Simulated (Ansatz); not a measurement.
The cell is Li2BrCl, ordered on the rocksalt lattice (R-3m) with 4 atoms a cell; cell and atoms were relaxed with r2SCAN. Space group R-3m (No. 166), trigonal; conventional cell a = 3.752 Å, c = 18.349 Å, 18.64 Å³ an atom. Cl is surrounded by 6 Li at 2.61 Å; Br is surrounded by 6 Li at 2.70 Å; Li is surrounded by 3 Cl at 2.61 Å and 3 Br at 2.70 Å.

The questions ask for values computed with the PAW code Ansatz on this geometry. All values are calculated for a non-magnetic cell, which may be hypothetical.

Given (8×8×8 mesh): With r2SCAN the gap is 5.91 eV and direct, at Γ.

(1) Estimate the gap with PBE on 8×8×8.

(2) What does PBE+SOC give for the gap (8×8×8 mesh)?

(3) Estimate the gap with HSE06 on 6×6×6.

(4) How does the gap change from r2SCAN to PBE0 (6×6×6)?

(5) What does G0W0@PBE with 222 empty bands, a screening cutoff of 120 eV and a 4×4×4 mesh give?

Answers

(1) The PBE gap is direct at Γ: 5.08 eV. The gap differs by -0.83 eV from r2SCAN's.

(2) PBE+SOC gives a direct gap of 4.91 eV at Γ. Spin-orbit coupling itself accounts for -0.18 eV. The gap differs by -1.00 eV from r2SCAN's.

(3) HSE06 gives a direct gap of 6.32 eV at Γ. The gap differs by +0.41 eV from r2SCAN's.

(4) With PBE0 the gap is 7.01 eV and direct, at Γ. The gap differs by +1.10 eV from r2SCAN's.

(5) 7.34 eV (the shift on the mesh added to PBE's least gap). G0W0 moves the gap on the mesh from 5.08 eV (PBE) to 7.34 eV (direct at Γ). Renormalisation factors Z lie between 0.79 and 0.84. The G0W0 figures hold for the stated bands, cutoff and mesh and aren't extrapolated.

Only the levels marked +SOC include spin-orbit coupling.
